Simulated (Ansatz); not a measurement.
One crystal and one scan (energy over volume and axial ratio) at two levels, PBE (plane waves to 420 eV, PAW, scalar-relativistic; Ansatz, a program for electronic structure) and r2SCAN (plane waves to 500 eV, PAW, scalar-relativistic; Ansatz), each from its own relaxed cell and on its own mesh.

The crystal is ZrO2 (fluorite); volume and axial ratio are varied about the relaxed values (subscript 0).

E stands for the smeared free energy. This is a high-temperature form of ZrO2. ZrO2 is run without spin polarisation. ZrO2 was relaxed with its symmetry unable to fall.

| quantity | run 1 | run 2 |
|---|---|---|
| Lattice constant a (Å) | 5.116 | 5.089 |
| Band gap of the relaxed cell, no spin-orbit coupling (eV) | 3.32 | 3.89 |
| Shear modulus C′ = (C11 − C12)/2 (fit, atoms clamped) (GPa) | 214 | 230 |

**Question.** Which run is which level?

**Answer.** Run 1 is PBE, run 2 is r2SCAN. PBE gives the higher value for: lattice constant a. PBE gives the lower value for: band gap of the relaxed cell, no spin-orbit coupling; shear modulus C′. Neither level is exact: the differences show how much the result hangs on the functional.

(A scan under strain: stresses follow from slopes of the energy per volume, elastic moduli from its curvatures.)
